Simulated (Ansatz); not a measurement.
HfW2:
```yaml
crystal:
  lattice:
    - [0.00000, 3.79296, 3.79296]
    - [3.79296, 0.00000, 3.79296]
    - [3.79296, 3.79296, 0.00000]
  atoms:
    - { symbol: Hf, position: [0.50000, 0.50000, 0.50000] }
    - { symbol: Hf, position: [0.75000, 0.75000, 0.75000] }
    - { symbol: W, position: [0.12500, 0.12500, 0.12500] }
    - { symbol: W, position: [0.62500, 0.12500, 0.12500] }
    - { symbol: W, position: [0.12500, 0.12500, 0.62500] }
    - { symbol: W, position: [0.12500, 0.62500, 0.12500] }
```

Relaxed with r²SCAN.

Q: Give the Bader charges and basin volumes of the independent atoms, r²SCAN in the plane-wave PAW code Ansatz.

A: 

```tsv
atom	Bader charge (e)	Bader volume (Å³)
Hf1	+1.54	14.3
W3	-0.77	20.1
```

Space group Fd-3m (cubic Laves (MgCu2 type)). The workflow started from an entry of the Crystallography Open Database (COD). Its standing as an ambient phase is unchecked. The r²SCAN relaxation kept the symmetry of its start; its stability against distortions is not shown here. No spin polarisation was allowed. Spin–orbit coupling is left out wherever it is not named.

Potentials: the later of the program's two PAW sets.
